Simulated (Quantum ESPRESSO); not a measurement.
# Al2InGaAs4: input and log of a self-consistent run

A calculation, not a measurement. The program is pw.x of Quantum ESPRESSO 7.5 (plane-wave density functional theory). The cell is made up: 8 atoms on a zincblende/diamond lattice, with randomly drawn elements, strain and displacements, not relaxed. PseudoDojo standard norm-conserving files (v0.5 for PBE, v0.4.1 for LDA and PBEsol) set the functional; there is no spin polarisation, spin-orbit coupling or dispersion term, and the masses in the input are unused placeholders.

Input:

```
&control calculation='scf', pseudo_dir='./dojo.nc.sr.pbe.v0_5.standard.upf', outdir='./o', disk_io='medium', tprnfor=.true., tstress=.true. /
&system ibrav=0, nat=8, ntyp=4, nbnd=52, ecutwfc=84.00895049, nosym=.true., tot_charge=0,
 occupations='smearing', smearing='fd', degauss=0.0018374661
/
&electrons conv_thr=7.350e-09, electron_maxstep=60, /
ATOMIC_SPECIES
Al 1.0 Al.upf
As 1.0 As.upf
Ga 1.0 Ga.upf
In 1.0 In.upf
CELL_PARAMETERS angstrom
5.7959 -0.0176 -0.0305
-0.0176 5.6226 -0.0165
-0.0305 -0.0165 5.6917
ATOMIC_POSITIONS angstrom
Al 0.052 -0.0488 0.1173
In -0.0204 2.8466 2.8934
Al 2.6968 -0.0184 2.7786
Ga 2.9103 2.898 -0.054
As 1.4556 1.4777 1.3529
As 1.4285 4.2532 4.3076
As 4.3901 1.296 4.4064
As 4.3766 4.2566 1.3559
K_POINTS automatic
4 4 4 1 1 1
```

The log is shortened where brackets say so; the opening notice, blank lines, dates and the lines on written files are dropped, and the path of the files is cut. It prints rydbergs, bohrs and kilobars, and counts compression as positive stress.

```
     Program PWSCF v.7.5
     Parallel version (MPI & OpenMP), running on       1 processor cores
     Number of MPI processes:                 1
     Threads/MPI process:                     1
     [start-up lines left out]
     bravais-lattice index     =            0
     lattice parameter (alat)  =      10.9529  a.u.
     unit-cell volume          =    1251.6317 (a.u.)^3
     number of atoms/cell      =            8
     number of atomic types    =            4
     number of electrons       =        92.00
     number of Kohn-Sham states=           52
     kinetic-energy cutoff     =      84.0090  Ry
     charge density cutoff     =     336.0358  Ry
     scf convergence threshold =      7.3E-09
     mixing beta               =       0.7000
     number of iterations used =            8  plain     mixing
     Exchange-correlation= PBE
                           (   1   4   3   4   0   0   0)
     [axes and pseudopotential details left out]
   Cartesian axes
     site n.     atom                  positions (alat units)
         1        Al     tau(   1) = (   0.0089717  -0.0084196   0.0202381  )
         2        In     tau(   2) = (  -0.0035197   0.4911312   0.4992057  )
         3        Al     tau(   3) = (   0.4652858  -0.0031746   0.4793990  )
         4        Ga     tau(   4) = (   0.5021215   0.4999994  -0.0093168  )
         5        As     tau(   5) = (   0.2511384   0.2549514   0.2334193  )
         6        As     tau(   6) = (   0.2464628   0.7338155   0.7432013  )
         7        As     tau(   7) = (   0.7574353   0.2236022   0.7602475  )
         8        As     tau(   8) = (   0.7551061   0.7344022   0.2339369  )
     number of k points=    32  Fermi-Dirac smearing, width (Ry)=  0.0018
                       cart. coord. in units 2pi/alat
        k(    1) = (   0.1260713   0.1296264   0.1283421), wk =   0.0625000
        k(    2) = (   0.1274133   0.1303777   0.3829330), wk =   0.0625000
     [further k points left out]
     Dense  grid:   130173 G-vectors     FFT dimensions: (  64,  64,  64)
     Estimated max dynamical RAM per process >     190.87 MB
     Initial potential from superposition of free atoms
     starting charge      91.9876, renormalised to      92.0000
     Starting wfcs are   62 randomized atomic wfcs
     total cpu time spent up to now is       15.5 secs
     per-process dynamical memory:   104.1 Mb
     Self-consistent Calculation
     iteration #  1     ecut=    84.01 Ry     beta= 0.70
     Davidson diagonalization with overlap
     ethr =  1.00E-02,  avg # of iterations =  4.2
     Threshold (ethr) on eigenvalues was too large:
     Diagonalizing with lowered threshold
     Davidson diagonalization with overlap
     ethr =  2.75E-04,  avg # of iterations =  2.9
     total cpu time spent up to now is       80.3 secs
     total energy              =   -1143.75722995 Ry
     estimated scf accuracy    <       0.26513166 Ry
     iteration #  2     ecut=    84.01 Ry     beta= 0.70
     Davidson diagonalization with overlap
     ethr =  2.88E-04,  avg # of iterations =  3.6
     total cpu time spent up to now is      109.9 secs
     total energy              =   -1143.80167216 Ry
     estimated scf accuracy    <       0.06105891 Ry
     iteration #  3     ecut=    84.01 Ry     beta= 0.70
     Davidson diagonalization with overlap
     ethr =  6.64E-05,  avg # of iterations =  5.2
     total cpu time spent up to now is      141.0 secs
     total energy              =   -1143.81584384 Ry
     estimated scf accuracy    <       0.00988739 Ry
     iteration #  4     ecut=    84.01 Ry     beta= 0.70
     Davidson diagonalization with overlap
     ethr =  1.07E-05,  avg # of iterations =  5.6
     total cpu time spent up to now is      173.0 secs
     total energy              =   -1143.81842157 Ry
     estimated scf accuracy    <       0.00157531 Ry
     iteration #  5     ecut=    84.01 Ry     beta= 0.70
     Davidson diagonalization with overlap
     ethr =  1.71E-06,  avg # of iterations =  4.9
     total cpu time spent up to now is      202.3 secs
     total energy              =   -1143.81867036 Ry
     estimated scf accuracy    <       0.00006298 Ry
     iteration #  6     ecut=    84.01 Ry     beta= 0.70
     Davidson diagonalization with overlap
     ethr =  6.85E-08,  avg # of iterations =  4.0
     total cpu time spent up to now is      233.9 secs
     total energy              =   -1143.81869435 Ry
     estimated scf accuracy    <       0.00001405 Ry
     iteration #  7     ecut=    84.01 Ry     beta= 0.70
     Davidson diagonalization with overlap
     ethr =  1.53E-08,  avg # of iterations =  2.2
     total cpu time spent up to now is      265.3 secs
     total energy              =   -1143.81869722 Ry
     estimated scf accuracy    <       0.00000179 Ry
     iteration #  8     ecut=    84.01 Ry     beta= 0.70
     Davidson diagonalization with overlap
     ethr =  1.95E-09,  avg # of iterations =  2.7
     total cpu time spent up to now is      295.7 secs
     total energy              =   -1143.81869750 Ry
     estimated scf accuracy    <       0.00000017 Ry
     iteration #  9     ecut=    84.01 Ry     beta= 0.70
     Davidson diagonalization with overlap
     ethr =  1.88E-10,  avg # of iterations =  3.9
     total cpu time spent up to now is      331.7 secs
     total energy              =   -1143.81869756 Ry
     estimated scf accuracy    <       0.00000002 Ry
     iteration # 10     ecut=    84.01 Ry     beta= 0.70
     Davidson diagonalization with overlap
     ethr =  1.99E-11,  avg # of iterations =  3.0
     total cpu time spent up to now is      364.4 secs
     End of self-consistent calculation
     [lines on levels left out]
!    total energy              =   -1143.81869756 Ry
     estimated scf accuracy    <          4.4E-09 Ry
     smearing contrib. (-TS)   =      -0.00000000 Ry
     internal energy E=F+TS    =   -1143.81869756 Ry
     The total energy is F=E-TS. E is the sum of the following terms:
     one-electron contribution =    -662.99435466 Ry
     hartree contribution      =     382.08975922 Ry
     xc contribution           =    -276.61781624 Ry
     ewald contribution        =    -586.29628589 Ry
     convergence has been achieved in  10 iterations
     Forces acting on atoms (cartesian axes, Ry/au):
     atom    1 type  1   force =     0.00903353    0.02503006   -0.02206887
     atom    2 type  4   force =    -0.02780647   -0.03810104    0.00645207
     atom    3 type  1   force =     0.06928943    0.01840474    0.01367935
     atom    4 type  3   force =     0.02928572   -0.02872117    0.00008675
     atom    5 type  2   force =     0.02061809   -0.01436574   -0.00826424
     atom    6 type  2   force =     0.02113401    0.03001654    0.02122403
     atom    7 type  2   force =    -0.05505992   -0.00876119   -0.02987586
     atom    8 type  2   force =    -0.06649438    0.01649780    0.01876677
     Total force =     0.148377     Total SCF correction =     0.000385
     Computing stress (Cartesian axis) and pressure
          total   stress  (Ry/bohr**3)                   (kbar)     P=       60.02
   0.00033481   0.00005058   0.00006349           49.25        7.44        9.34
   0.00005058   0.00045670  -0.00006515            7.44       67.18       -9.58
   0.00006349  -0.00006515   0.00043251            9.34       -9.58       63.62
     init_run     :     11.94s CPU     15.44s WALL (       1 calls)
     electrons    :    323.78s CPU    348.85s WALL (       1 calls)
     forces       :      3.75s CPU      3.79s WALL (       1 calls)
     stress       :     13.85s CPU     13.90s WALL (       1 calls)
     [timing details left out]
     PWSCF        :   5m53.47s CPU   6m22.23s WALL
     JOB DONE.
```

In other units: free energy -15562.446 eV for the cell, pressure 6.00 GPa, largest force component 1.782 eV/Å. A rerun of a related cell, with the same atoms placed differently, at 1437 eV and a 6 x 6 x 6 mesh moved values by no more than 0.011 eV in energy, 0.02 GPa in stress and 0.005 eV/Å in force.